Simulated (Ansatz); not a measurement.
Sb:
```yaml
crystal:
  lattice:
    - [-3.98935, 3.98935, 3.98935]
    - [3.98935, -3.98935, 3.98935]
    - [3.98935, 3.98935, -3.98935]
  atoms:
    - { symbol: Sb, position: [0.00000, 0.25000, 0.50000] }
    - { symbol: Sb, position: [0.25000, 0.50000, 0.00000] }
    - { symbol: Sb, position: [0.50000, 0.00000, 0.25000] }
    - { symbol: Sb, position: [0.25000, 0.25000, 0.25000] }
```

Relaxed with PBEsol. Special points in fractions of this cell's reciprocal vectors: Γ (0.000, 0.000, 0.000); H (0.500, -0.500, 0.500); N (0.000, 0.000, 0.500); P (0.250, 0.250, 0.250).

Q: List the band energies nearest the Fermi level at these points for DFT-PBEsol in the program Ansatz with PAW potentials.

A: In eV from the Fermi level; about four levels below and three above (degenerate sets whole), none deeper than 8.9 eV; points with the same levels are listed once.

```
k                          below                above
-  -----------------------------  -------------------
Γ  -3.54 -3.54 -1.24 -1.24 -1.24       0.73 0.73 0.73
H        -3.48 -3.48 -3.48 -0.61       0.02 0.02 0.02
N        -1.39 -1.14 -1.13 -0.67       0.21 1.16 2.91
P        -1.82 -1.82 -0.41 -0.41  0.57 0.57 2.92 2.92
```

Space group I4_132. The start of the workflow was typed in or built on a structure type; neither database checked (COD, Materials Project) lists it. It is not the phase usual at ambient conditions (space group No. 166). The PBEsol relaxation kept the symmetry of its start. At this level the phase is dynamically unstable (imaginary phonons). The volume moved by 64 % from the start of the relaxation. Scalar-relativistic: spin–orbit coupling is off unless named, which matters more the heavier the elements.

Potentials: the later of the program's two PAW sets.
